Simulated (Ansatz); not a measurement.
The calculation used Ansatz, DFT PBE, scalar-relativistic, plane waves, PAW. All cells share a 420 eV cutoff and Γ-centred k meshes spaced at most about 0.3 Å⁻¹ (about 0.25 or finer for metals, 2π included). No spin polarisation in the final relaxations.

Temperature and zero-point effects are left out. All come from trial cells, and lower structures may exist.

Question: Order these relaxed structures of MgSiN by energy, lowest first, with the energy over the lowest of them.
A.

```
Mg Si N
1.0
     2.96384    0.00000    0.00000
     0.00000    3.81133    0.00000
     0.00000    0.00000    8.54267
Mg Si N
2 2 2
Cartesian
  1.4819 1.9057 7.4631
  0.0000 0.0000 1.0796
  0.0000 1.9057 4.9822
  1.4819 0.0000 3.5605
  1.4819 1.9057 3.9117
  0.0000 0.0000 4.6310
```

B.

```
Mg Si N
1.0
     3.06698    0.00000    0.00000
     0.00000    3.06698    0.00000
     0.00000    0.00000    3.82476
Mg Si N
1 1 1
Direct
  0.00000 0.00000 0.00000
  0.50000 0.50000 0.50000
  0.50000 0.50000 0.00000
```

C.

```
Mg Si N
1.0
     3.42487    0.00000    0.00000
     0.00000    3.42487    0.00000
     0.00000    0.00000    7.61691
Mg Si N
2 2 2
Direct
  0.50000 0.00000 0.15759
  0.00000 0.50000 0.84241
  0.50000 0.00000 0.53362
  0.00000 0.50000 0.46638
  0.50000 0.50000 0.00000
  0.00000 0.00000 0.00000
```

D.

```
Mg Si N
1.0
     2.72960    0.00000    0.00000
     0.00000    2.72960    0.00000
     0.00000    0.00000    6.01361
Mg Si N
1 1 1
Direct
  0.50000 0.50000 0.50000
  0.50000 0.50000 0.00000
  0.00000 0.00000 0.00000
```

Answer: B (0 meV/atom), A (82 meV/atom), D (631 meV/atom), C (750 meV/atom). Forms: B P4/mmm; A Pmmn; D P4/mmm; C P4/nmm. C holds Si–Si nets (shortest 2.48 Å) (bonds between like non-metal atoms; other contacts aren't counted).

In P4/mmm at 12.0 Å³/atom, P4/mmm at 14.9 Å³/atom an odd number of electrons in the primitive cell allows no gap without spin; a larger cell or a magnetic state could open one. Cells relaxed within their symmetry can be saddle points. Some candidate types were left out of the draw beforehand, so a known form may be missing.
